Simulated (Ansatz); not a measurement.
**GdH2ClO2 with kpoints.mp_grid.grid changed**

All numbers are calculated (PBEsol, collinear spin, no spin-orbit coupling; Ansatz, PAW set soft_2, 420 eV, k-mesh 4×6×4), not measured. These are the settings of the reference run.

Cell:

```yaml
crystal:
  lattice:
    - [6.14462, 0.00000, 0.10964]
    - [0.00000, 3.69354, 0.00000]
    - [-2.29614, 0.00000, 6.17185]
  atoms:
    - { symbol: Gd, position: [0.29586, 0.25000, 0.12219] }
    - { symbol: Gd, position: [0.70414, 0.75000, 0.87781] }
    - { symbol: H, position: [0.12039, 0.75000, 0.76798] }
    - { symbol: H, position: [0.87961, 0.25000, 0.23202] }
    - { symbol: H, position: [0.66605, 0.75000, 0.31156] }
    - { symbol: H, position: [0.33395, 0.25000, 0.68844] }
    - { symbol: Cl, position: [0.24180, 0.75000, 0.44042] }
    - { symbol: Cl, position: [0.75820, 0.25000, 0.55958] }
    - { symbol: O, position: [0.10132, 0.75000, 0.91004] }
    - { symbol: O, position: [0.89868, 0.25000, 0.08996] }
    - { symbol: O, position: [0.55806, 0.75000, 0.16342] }
    - { symbol: O, position: [0.44194, 0.25000, 0.83658] }
```

The reference run of this cell is solved again as a single point with these keys changed:

| key | reference run | changed run |
| --- | --- | --- |
| kpoints.mp_grid.grid | [4, 6, 4] | [3, 4, 3] |

Problem. How does the changed run end?

Solution. 

| quantity | reference run | changed run |
| --- | --- | --- |
| energy, changed less reference (meV an atom) | 0 | 0.1 |
| pressure (GPa) | 0.0 | 0.0 |
| largest force (eV/Å) | 0.00 | 0.00 |
| gap on the mesh (eV) | 3.19 | 3.19 |
| moment of the cell (μB) | 14.00 | 14.00 |

The results hardly move, so this setting matters little here. It took 21 iterations.

Caveats: the reference run: Gd without a U keeps its half-filled shell, but its 4f levels lie too near the Fermi level; the reference run: open f or d shells may hold a state above the lowest; a single point, atoms not relaxed again; semilocal functionals make gaps too small and can close them.
